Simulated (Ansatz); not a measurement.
# Data sheet: Sr2TaNO3 (DFT)

Sr$_{2}$TaNO$_{3}$:
```
CELL_PARAMETERS angstrom
     -2.00209     2.02709     6.33133
      2.00209    -2.02709     6.33133
      2.00209     2.02709    -6.33133
ATOMIC_POSITIONS crystal
  Sr 0.64527 0.64527 0.00000
  Sr 0.35473 0.35473 0.00000
  Ta 0.00000 0.00000 0.00000
  N  0.50000 0.00000 0.50000
  O  0.83949 0.83949 0.00000
  O  0.16051 0.16051 0.00000
  O  0.00000 0.50000 0.50000
```

Space group Immm (No. 71); conventional cell a = 4.0042 Å, b = 4.0542 Å, c = 12.6627 Å, α = 90.00°, β = 90.00°, γ = 90.00°.

Method: r²SCAN in the plane-wave PAW code Ansatz. Structure relaxed to zero pressure with the same functional. Other levels are named where they apply.

### Cell and energy

- Volume per atom: 14.68 Å³
- Density: 6.76 g/cm³
- Formation energy from the elements (no fitted shifts): -2.73 eV/atom

### Electronic structure

- Band gap = 1.07 eV (direct)
- Valence-band maximum = at Γ
- Conduction-band minimum = at Γ
- Electron effective mass = 0.15, 0.25, 26 mₑ (principal values)
- Electron effective mass with spin–orbit coupling = 0.15, 0.25, 16 mₑ (principal values)
- Hole effective mass = 0.15, 0.86, 5.6 mₑ (principal values)
- Hole effective mass with spin–orbit coupling = 0.15, 0.81, 5.5 mₑ (principal values)
- HSE06 gap on the r²SCAN cell = 1.84 eV
- Gap with spin–orbit coupling = 1.05 eV

### Mechanics

- Bulk modulus (Birch–Murnaghan fit) = 145 GPa
- Pressure derivative B′ = 5.0
- Elastic constants (relaxed ions, GPa) = C11 = 306, C22 = 326, C33 = 262, C12 = 61.3, C13 = 84.2, C23 = 72.1, C44 = 66.8, C55 = 66.4, C66 = 85.7
- Mechanical stability = stable (all eigenvalues of C positive)
- Hill bulk and shear moduli = 147 and 86.2 GPa
- Young's modulus = 216 GPa
- Poisson's ratio = 0.26
- Debye temperature from the elastic constants = 482 K

The workflow started from a Materials Project entry (that database holds measured and hypothetical structures alike); the Crystallography Open Database copy checked does not list it. With N and O taken as one species the cell has the higher symmetry I4/mmm, so it may be an ordered model of a mixed-site phase. Whether it is the stable phase at ambient conditions was not checked. Symmetry was held in the r²SCAN relaxation; whether a distortion lowers the energy is not shown. No spin polarisation was allowed. The references are the lowest solids computed at this level, not always the standard phases (solids in place of the gases). Spin–orbit coupling is left out wherever it is not named.

Potentials: the later of the program's two PAW sets.
